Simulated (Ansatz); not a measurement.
# YbS (zincblende structure)

Level of theory: DFT, PBEsol, scalar-relativistic, no spin polarisation; plane waves to 420 eV with PAW datasets (Ansatz 0.2.0), 8×8×8 k-mesh, Gaussian smearing of 0.05 eV; PAW files: Ansatz's generated set soft_2.

```yaml
crystal:
  lattice:
    - [0.00000, 3.06497, 3.06497]
    - [3.06497, 0.00000, 3.06497]
    - [3.06497, 3.06497, 0.00000]
  atoms:
    - { symbol: Yb, position: [0.00000, 0.00000, 0.00000] }
    - { symbol: S, position: [0.25000, 0.25000, 0.25000] }
```

The start was a prototype's sites filled with these elements. The Crystallography Open Database lists the compound in space group Fm-3m (rock salt), so this is a trial structure.

Path: Γ–X–U | K–Γ–L–W–X, with Γ = (0.000, 0.000, 0.000), X = (-0.500, -0.500, 0.000), U = (-0.375, -0.375, 0.250), K = (-0.375, 0.000, 0.375), L = (0.000, 0.000, 0.500), W = (-0.500, -0.250, 0.250) in reciprocal vectors of the calculation's cell.

Q: Is it a metal or an insulator, and if it has a gap, where are the band edges on this path?

A: An insulator with a gap of 0.31 eV on the path, the valence band topping between K and Γ and the conduction band bottoming at X; the smallest direct gap is 0.32 eV.

Bands as a text map, energy in eV from the Fermi level (dashes), each leg drawn with the same width:
```
  4.86 |     *   ****    *  *      * *   ** **       *  
  4.57 |      *****                   **** *  *       **
  4.29 |    ** **                              *********
  4.00 |         **       **        *     *    ******   
  3.71 |    *      **                         *         
  3.43 |   *         *               *   *  **          
  3.14 |  *           **              ******            
  2.86 |**  *           * ********   * **               
  2.57 | *   *           *   *    ***    **             
  2.29 |      *       *** * *              **           
  2.00 |  **   *******     *        ******   ***********
  1.71 |                  *                             
  1.43 |                    *      *      *             
  1.14 |   *             *        *        *            
  0.86 |  * *                *              *           
  0.57 | *            ***        *           *          
  0.29 |*    ** ******        ***             ********* 
  0.00 |-------*---------------------------------------*
 -0.29 |************************************************
 -0.57 | ***                **   ***                    
 -0.86 |*                     ***                       
 -1.14 |                                                
 -1.43 |                                                
 -1.71 |                                                
 -2.00 |                                                
 -2.29 |                                                
 -2.57 |                                                
 -2.86 |                                                
        Γ      X      UK       Γ       L       W       X
```

Formal charges Yb²⁺, S²⁻ balance and leave closed shells on every ion, so a band insulator is expected, and the gap is 0.31 eV.

These numbers lack spin–orbit coupling.
